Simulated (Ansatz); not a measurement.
TaMoN:
```
TaMoN
1.0
    3.06634     0.00000     0.00000
    0.00000     3.06634     0.00000
    0.00000     0.00000     7.74493
Mo Ta N
2 2 2
Cartesian
  0.00000   1.53317   6.99567
  1.53317   0.00000   0.74926
  0.00000   1.53317   2.60314
  1.53317   0.00000   5.14178
  0.00000   1.53317   4.83975
  1.53317   0.00000   2.90518
```

Relaxed with PBEsol.

Question: Map the electron localisation function on the plane through (0.000, 0.500, 0.903) spanned by u = [0, 0, 1] and v = [1, 1, 0] in lattice vectors, from the program Ansatz at the PBEsol level (PAW).

Answer: x is the fraction of u, y of v (the angle between them is 90°; rows are the nearest grid lines); atoms in the plane: Mo at (0.00, 0.00), Mo at (0.19, 0.50), Ta at (0.43, 0.00), Ta at (0.76, 0.50), N at (0.72, 0.00), N at (0.47, 0.50).
```
|:+%%+..:==:.:*%*. .#%+:-%@%: .*@%-.=%%+:|
|+*%%=..-==-.:*%#-.-%%+.-%@%=.-#@%-.=%%*+|
|%%@%=.:-++=::+%%#*#@%=.-#@@%#%@@#-.=%@%%|
|%%%*-:-=++=-:-*%%%%%*:.:*%@@@@@%+-.-*%@%|
|**+=----====-:-=+++=:...-*%@@%#+-:::=+**|
|-------::--=-:..........:-===-::::------|
|::-----------::::--===:...........----::|
|=----=+***+-::-=*%%@%#+:...-++++=::-====|
|=-::=#%%%%#=::=#@@@@@@#=..=#%%%%#+::=++=|
|=:.:*%@%%@@*:.+%@%##@@@+.:*%%#*%%#-.-=+=|
|=:.:*%%++#%#:.+@@+::#@@*:-#%*:.+%%=.:===|
|-..:*%#--*%#:.*@%-  +@@*:-#%=  -#%=..-=-|
|=:.:*%%++#%#:.+@@+::#@@*:-#%*:.+%%=.:===|
|=:.:*%@%%@@*:.+%@%##@@@+.:*%%#*%%#-.-=+=|
|=-::=#%%%%#=::=#@@@@@@#=..=#%%%%#+::=++=|
|=----=+***+-::-=*%%@%#+:...-++++=::-====|
|::-----------::::--===:...........----::|
|-------::--=-:..........:-===-::::------|
|**+=----====-:-=+++=:...-*%@@%#+-:::=+**|
|%%%*-:-=++=-:-*%%%%%*:.:*%@@@@@%+-.-*%@%|
|%%@%=.:-++=::+%%#*#@%=.-#@@%#%@@#-.=%@%%|
|+*%%=..-==-.:*%#-.-%%+.-%@%=.-#@%-.=%%*+|
|:+%%+..:==:.:*%*. .#%+:-%@%: .*@%-.=%%+:|
```
Scale: ten equal steps from 0.019 (start of ' ') to 0.816 (end of '@'), in the order ' .:-=+*#%@'; x runs from 0.000 to 1.00, y from 0.000 (bottom) to 1.00 (top).

The density is the valence pseudo-density with augmentation charge, so density and ELF within about 1 Å of a nucleus are not all-electron values.

Space group P4/nmm. The workflow started from an entry of the Crystallography Open Database (COD). Its standing as an ambient phase is unchecked. Symmetry was held in the PBEsol relaxation; its stability against distortions is not shown here. The run is not spin-polarised. Scalar-relativistic: spin–orbit coupling is off unless named, which matters more the heavier the elements.

Potentials: the later of the program's two PAW sets.
